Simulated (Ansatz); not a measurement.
# LaS₂, relaxed from a CdCl2-type start to space group Fm-3m (read at 0.02 Å)

Method: PBEsol, scalar-relativistic; no spin polarisation; PAW, 420 eV, Γ-centred 8×8×8 mesh, 0.05 eV Gaussian smearing; code Ansatz. The datasets are Ansatz's generated set soft_2.

```yaml
crystal:
  lattice:
    - [2.37826, 1.37309, 3.88888]
    - [-2.37826, 1.37309, 3.88888]
    - [0.00000, -2.74618, 3.88888]
  atoms:
    - { symbol: La, position: [0.00000, 0.00000, 0.00000] }
    - { symbol: S, position: [0.24986, 0.24986, 0.24986] }
    - { symbol: S, position: [0.75014, 0.75014, 0.75014] }
```

This is a trial structure; measured cells of the compound in the Crystallography Open Database are in space group Pnma.

**Question.** Which orbitals carry the states at the Fermi level, and how many states are there?

**Answer.** Within 0.1 eV of it: S 3p 87 % (shares among the projected shells). The density of states at the Fermi level is about 4.7 states/eV per cell, averaged over 0.3 eV.

Density of states (tetrahedra, averaged over 0.5 eV; states/eV per cell of 3 atoms; energy in eV from the Fermi level; projections on Löwdin-orthogonalised atomic orbitals, summed over sites):

| E | total | La 4f | S 3p | La 5d | La 6s | La 5p |
| --- | --- | --- | --- | --- | --- | --- |
| -3.60 | 0.3 | 0.0 | 0.2 | 0.1 | 0.0 | 0.0 |
| -3.10 | 2.0 | 0.0 | 1.4 | 0.4 | 0.1 | 0.0 |
| -2.60 | 5.0 | 0.0 | 3.7 | 1.1 | 0.1 | 0.1 |
| -2.10 | 3.5 | 0.1 | 2.7 | 0.5 | 0.1 | 0.1 |
| -1.60 | 1.9 | 0.0 | 1.5 | 0.2 | 0.0 | 0.0 |
| -1.10 | 2.9 | 0.1 | 2.4 | 0.3 | 0.0 | 0.1 |
| -0.60 | 3.0 | 0.1 | 2.5 | 0.3 | 0.0 | 0.0 |
| -0.10 | 5.0 | 0.2 | 4.3 | 0.4 | 0.0 | 0.1 |
| 0.40 | 0.4 | 0.0 | 0.3 | 0.0 | 0.0 | 0.0 |
| 0.90 | 0.0 | 0.0 | 0.0 | 0.0 | 0.0 | 0.0 |
| 1.40 | 0.0 | 0.0 | 0.0 | 0.0 | 0.0 | 0.0 |
| 1.90 | 0.0 | 0.0 | 0.0 | 0.0 | 0.0 | 0.0 |
| 2.40 | 0.0 | 0.0 | 0.0 | 0.0 | 0.0 | 0.0 |
| 2.90 | 0.0 | 0.0 | 0.0 | 0.0 | 0.0 | 0.0 |
| 3.40 | 9.6 | 7.2 | 0.1 | 1.8 | 0.1 | 0.0 |
| 3.90 | 19.7 | 17.3 | 0.4 | 1.7 | 0.1 | 0.0 |

The calculation's cell holds 23 valence electrons, an odd number. Without magnetic order each band takes two, so one stays part-filled and the crystal must be a metal. (Only strong correlation, outside this picture, could make a Mott insulator of it.) A formal count (La³⁺, S²⁻) falls 1 electron a formula unit short of closing the anions' shells, so the anion bands keep holes, which fits the metal found.

No spin–orbit coupling, a notable omission for heavy elements. Spin polarisation wasn't tried.
